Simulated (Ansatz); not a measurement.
La6MgWO12: field gradients at two levels of theory

Cell: a Materials Project structure (computed, not necessarily an observed phase), atoms as given.

```cif
data_structure
_symmetry_space_group_name_H-M 'P 1'
_symmetry_Int_Tables_number 1
_cell_length_a 6.9082
_cell_length_b 6.9082
_cell_length_c 6.9082
_cell_angle_alpha 94.797
_cell_angle_beta 94.797
_cell_angle_gamma 94.797
_cell_volume 326.01
loop_
_atom_site_label
_atom_site_type_symbol
_atom_site_fract_x
_atom_site_fract_y
_atom_site_fract_z
_atom_site_occupancy
La1 La 0.26871 0.08824 0.57268 1
La2 La 0.91176 0.42732 0.73130 1
La3 La 0.42732 0.73130 0.91176 1
La4 La 0.57268 0.26871 0.08824 1
La5 La 0.08824 0.57268 0.26871 1
La6 La 0.73130 0.91176 0.42732 1
Mg7 Mg 0.50000 0.50000 0.50000 1
W8 W 0.00000 0.00000 0.00000 1
O9 O 0.29336 0.06331 0.93485 1
O10 O 0.93669 0.06515 0.70664 1
O11 O 0.58234 0.45086 0.80078 1
O12 O 0.54914 0.19922 0.41766 1
O13 O 0.06515 0.70664 0.93669 1
O14 O 0.19922 0.41766 0.54914 1
O15 O 0.80078 0.58234 0.45086 1
O16 O 0.93485 0.29336 0.06331 1
O17 O 0.45086 0.80078 0.58234 1
O18 O 0.41766 0.54914 0.19922 1
O19 O 0.06331 0.93485 0.29336 1
O20 O 0.70664 0.93669 0.06515 1
```

Sites (sets of like atoms) are named by element and the number of their first atom in this list.

First run. Computed with Ansatz: DFT, PBE, plane waves and PAW, scalar-relativistic, collinear spin, 420 eV cutoff, Γ-centred 5×5×5 k-points, Fermi–Dirac smearing 0.05 eV. Start moments as typed (μB): 2 on each W, none on the rest.

```
site  atom  V_zz (10²¹ V/m²)     η  m (μB)
  La     1             12.21  0.77    0.01
  Mg     7              0.29  0.00    0.00
   W     8             -1.92  0.00    0.95
  O9     9              3.41  0.22    0.02
 O11    11             -1.64  0.58    0.00
```

Second run. The same atoms and settings, except that the functional is r2SCAN and the cutoff is 500 eV.

Problem. Given the first result, estimate the second.

Solution. 

```csv
site,atom,V_zz,η,change of V_zz,m (μB)
La,1,12.59,0.77,+0.38,0.01
Mg,7,0.28,0.00,-0.01,0.00
W,8,-1.30,0.00,+0.62,1.01
O9,9,3.51,0.25,+0.10,0.02
O11,11,-1.78,0.58,-0.14,0.00
```

The largest change of V_zz is on W, from -1.92 to -1.30. In per cent, |V_zz| changes by +3 on La, +3 on O (all sites that start above 2).

With no gap above 0.1 eV, as in a metal, the gradients converge slowly in k; expect changes of a tenth or more on a denser mesh. Without spin–orbit coupling the gradients at and beside W can be off by some per cent, at some sites by more. Semilocal functionals make gaps too small and can close them, so the real compound need not be a metal. All moments are parallel here, as the start or the cell imposes; many such compounds order antiparallel, where fields and spin densities carried over to other atoms largely cancel. The magnetic order is the one that the run reached from its start moments, not necessarily the measured one.
For the first run: The largest force is 0.6 eV/Å, so the atoms aren't at the calculated equilibrium and relaxing them would move these values.
For the second run: The largest force is 0.7 eV/Å, so the atoms aren't at the calculated equilibrium and relaxing them would move these values. The program didn't check the stability of this electronic state in full, so a lower one may lie near.
